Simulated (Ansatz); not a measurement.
Relaxed-ion elastic tensor of SnAu (NiAs type, P6_3/mmc) in GPa (Voigt order), DFT-LDA in the program Ansatz with PAW potentials; density 11.92 g/cm³, 21.98 Å³ per atom.

```
 121  88.8  71.2   0.0   0.0   0.0
88.8   121  71.2   0.0   0.0   0.0
71.2  71.2   184   0.0   0.0   0.0
 0.0   0.0   0.0  31.1   0.0   0.0
 0.0   0.0   0.0   0.0  31.1   0.0
 0.0   0.0   0.0   0.0   0.0  16.2
```

Is the crystal mechanically stable?

Yes: the smallest eigenvalue of C is 16.2 GPa.

Work out the Voigt, Reuss and Hill averages.

K_V = 98.8, K_R = 97.2, K_H = 98.0; G_V = 28.7, G_R = 23.9, G_H = 26.3 GPa.

Give Young's modulus, Poisson's ratio, Pugh's ratio and the universal anisotropy index.

E = 9KG/(3K + G) = 72.5 GPa; ν = 0.38; K/G = 3.72 (ductile by the Pugh limit of 1.75); A_U = 5G_V/G_R + K_V/K_R − 6 = 1.01.

Estimate the sound speeds and the Debye temperature.

v_l = √((K + 4G/3)/ρ) = 3340 m/s, v_t = √(G/ρ) = 1490 m/s, mean 1680 m/s; Θ = (h/k)(3n/4πV)^(1/3) v_m = 178 K.

Solve the Christoffel equation for the three sound speeds along x, y, z.

Eigenvalues of C_ijkl n_j n_l equal ρv². In km/s, slowest first: x 1.16, 1.61, 3.19; y 1.16, 1.61, 3.19; z 1.61, 1.61, 3.93.

How much does each axis shrink under pressure?

Linear compressibilities β_i = Σ_j S_ij (j = 1 to 3): x 4.0, y 4.0, z 2.4 per TPa.

The workflow started from a Materials Project entry (that database holds measured and hypothetical structures alike); the Crystallography Open Database files this formula in space group No. 194, but the cells were not matched. Its standing as an ambient phase is unchecked. The cell was relaxed with LDA under the symmetry of its start; of distortions, only those at the zone centre were tested. As this level gives no gap, shear constants depend on the k-mesh and smearing (Fermi–Dirac, 0.1 eV here). Spin–orbit coupling is left out wherever it is not named.

Potentials: the later of the program's two PAW sets.
